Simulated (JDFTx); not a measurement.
Input for JDFTx (a modified build): benzoquinone, C6H4O2 (SMILES O=C1C=CC(=O)C=C1), charge 0, multiplicity 1, SCCS (g09 parameters), water, 0.5 M NaCl; lengths in bohr, energies in hartree. The run starts from orbitals saved by an earlier run of the same system.

```
lattice \
  24.5664396201 0.0000000000 0.0000000000 \
  0.0000000000 22.6767134955 0.0000000000 \
  0.0000000000 0.0000000000 14.6453774658
coords-type Cartesian
ion O -5.0422994543 -0.0000047981 -0.0000043957 0
ion C -2.7478938853 -0.0000050898 -0.0000590346 0
ion C -1.2609244445 2.3614426794 0.0000013538 0
ion C 1.2609195032 2.3614501255 -0.0000005352 0
ion C 2.7478938861 0.0000050877 0.0000590346 0
ion O 5.0422994543 0.0000047954 0.0000043957 0
ion C 1.2609244454 -2.3614426820 -0.0000013538 0
ion C -1.2609195028 -2.3614501270 0.0000005352 0
ion H -2.3444804098 4.0939997588 0.0000385794 0
ion H 2.3444628480 4.0940151186 -0.0000390515 0
ion H 2.3444804091 -4.0939997624 -0.0000385794 0
ion H -2.3444628490 -4.0940151186 0.0000390515 0
ion-species pseudo/o_pbe_v1.2.upf
ion-species pseudo/c_pbe_v1.2.upf
ion-species pseudo/h_pbe_v1.4.upf
elec-cutoff 20 100
elec-ex-corr gga-PBE
symmetries none
elec-n-bands 20
electronic-minimize nIterations 150 energyDiffThreshold 1e-7
fluid LinearPCM
pcm-variant SCCS_g09
fluid-solvent H2O
fluid-cation Na+ 0.5
fluid-anion Cl- 0.5
fluid-minimize nIterations 400 knormThreshold 1e-11
wavefunction read s0.wfns 23
dump-name s2.$VAR
dump End State Ecomponents EigStats BandEigs Forces ElecDensity IonicPositions FluidDebug
```

The log closes as follows.

```
[...]
ElecMinimize: Iter:  10  Etot: -68.698897963111165  |grad|_K:  1.874e-07  alpha:  4.428e-04
ElecMinimize: Iter:  11  Etot: -68.698897974809938  |grad|_K:  1.969e-07  alpha:  3.739e-01  linmin:  4.074e-01
ElecMinimize: Iter:  12  Etot: -68.698897980941396  |grad|_K:  2.049e-07  alpha:  4.668e-01  linmin: -2.259e-05
ElecMinimize: Converged (|Delta Etot|<1.000000e-07 for 2 iters).

# Ionic positions in cartesian coordinates:
ion O  -5.042299454300000  -0.000004798100000  -0.000004395700000 0
ion O   5.042299454300000   0.000004795400000   0.000004395700000 0
ion C  -2.747893885300000  -0.000005089800000  -0.000059034600000 0
ion C  -1.260924444500000   2.361442679400000   0.000001353800000 0
ion C   1.260919503200000   2.361450125500000  -0.000000535200000 0
ion C   2.747893886100000   0.000005087700000   0.000059034600000 0
ion C   1.260924445400000  -2.361442682000000  -0.000001353800000 0
ion C  -1.260919502800000  -2.361450127000000   0.000000535200000 0
ion H  -2.344480409800000   4.093999758800000   0.000038579400000 0
ion H   2.344462848000000   4.094015118600000  -0.000039051500000 0
ion H   2.344480409100000  -4.093999762400000  -0.000038579400000 0
ion H  -2.344462849000000  -4.094015118600000   0.000039051500000 0

# Forces in Cartesian coordinates:
force O  -0.030764801223178   0.000000131148738  -0.000013756620989 0
force O   0.030764825555571  -0.000000130947540   0.000013757074929 0
force C   0.033539177495955  -0.000000064533462   0.000007533559424 0
force C  -0.008423947545326  -0.001025614761742  -0.000000506530823 0
force C   0.008423871722085  -0.001025739003758   0.000008281166929 0
force C  -0.033539150359397   0.000000064948785  -0.000007533282704 0
force C   0.008423982502752   0.001025565073912   0.000000507040137 0
force C  -0.008423836698368   0.001025787715209  -0.000008280817853 0
force H  -0.004481272854779   0.008690985525480  -0.000001248705666 0
force H   0.004481362301083   0.008690720773249   0.000003486510486 0
force H   0.004481266723116  -0.008690959346696   0.000001248743519 0
force H  -0.004481368430606  -0.008690747322764  -0.000003486489455 0

# Energy components:
   A_diel =       -0.0101441146033769
   Eewald =       60.3406434862115262
       EH =      115.3980012316787054
     Eloc =     -270.8784080970843888
      Enl =        9.3650412667423293
      Exc =      -19.4766080168572522
 Exc_core =        0.3321533901131007
       KE =       36.2304228728579716
-------------------------------------
     Etot =      -68.6988979809413962


	eMin: -0.984224 at state 0 ( [ +0.000000 +0.000000 +0.000000 ] spin 0 )
	HOMO: -0.230516 at state 0 ( [ +0.000000 +0.000000 +0.000000 ] spin 0 )
```

The run took 13 electronic cycles (a count that differs between repeats, as do the digits past 10⁻⁶ Ha); the highest occupied level lies at -6.27 eV from the bulk liquid; the total lies -0.21 eV from the vacuum run at this geometry.
